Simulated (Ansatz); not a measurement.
## Computed properties of BeS

BeS:
```yaml
crystal:
  lattice:
    - [5.92054, 0.00000, 0.00000]
    - [0.00000, 3.48543, 0.00000]
    - [0.00000, 0.00000, 5.96941]
  atoms:
    - { symbol: Be, position: [0.14523, 0.25000, 0.90518] }
    - { symbol: Be, position: [0.35477, 0.75000, 0.40518] }
    - { symbol: Be, position: [0.85477, 0.75000, 0.09482] }
    - { symbol: Be, position: [0.64523, 0.25000, 0.59482] }
    - { symbol: S, position: [0.78245, 0.25000, 0.91508] }
    - { symbol: S, position: [0.71755, 0.75000, 0.41508] }
    - { symbol: S, position: [0.21755, 0.75000, 0.08492] }
    - { symbol: S, position: [0.28245, 0.25000, 0.58492] }
```

Space group Pnma (No. 62); conventional cell a = 5.9205 Å, b = 3.4854 Å, c = 5.9694 Å, α = 90.00°, β = 90.00°, γ = 90.00°.

Method: DFT-r²SCAN+D4 in the program Ansatz with PAW potentials. Structure relaxed to zero pressure with the same functional. Other levels are named where they apply.

Cell and energy:

* **Volume per atom**: 15.40 Å³
* **Density**: 2.21 g/cm³
* **Formation energy from the elements (no fitted shifts)**: -1.13 eV/atom

Electronic structure:

Band gap: 4.22 eV (indirect)
Valence-band maximum: on the Y–Γ line, 91 % of the way from Y (k = 0.000, -0.047, 0.000 in fractions of the reciprocal vectors)
Conduction-band minimum: on the Y–Γ line, 24 % of the way from Y (k = 0.000, 0.380, 0.000 in fractions of the reciprocal vectors) (2 equivalent valleys)
Smallest direct gap on the standard path: 4.46 eV
Electron effective mass: 0.42, 0.52, 0.71 mₑ (principal values)
Hole effective mass: 0.38, 1.7, 7.9 mₑ (principal values)
HSE06 gap on the r²SCAN+D4 cell: 4.77 eV

Mechanics:

- Bulk modulus (Birch–Murnaghan fit): 47.5 GPa
- Pressure derivative B′: 5.7
- Elastic constants (relaxed ions, GPa): C11 = 54.5, C22 = 175, C33 = 168, C12 = 18.6, C13 = 24.8, C23 = 57.9, C44 = 56.2, C55 = 52.0, C66 = 26.4
- Mechanical stability: stable (all eigenvalues of C positive)
- Hill bulk and shear moduli: 56.3 and 43.0 GPa
- Young's modulus: 103 GPa
- Poisson's ratio: 0.20
- Debye temperature from the elastic constants: 582 K

Charges:

- Bader charges = Be +1.68, S -1.68 e

The start of the workflow was typed in or built on a structure type; neither database checked (COD, Materials Project) lists it. COD files the formula under space group No. 216. Whether it is the stable phase at ambient conditions was not checked. The r²SCAN+D4 relaxation kept the symmetry of its start; its stability against distortions is not shown here. The volume moved by 24 % from the start of the relaxation. The references are the lowest solids computed at this level, not always the standard phases.

Potentials: the later of the program's two PAW sets.
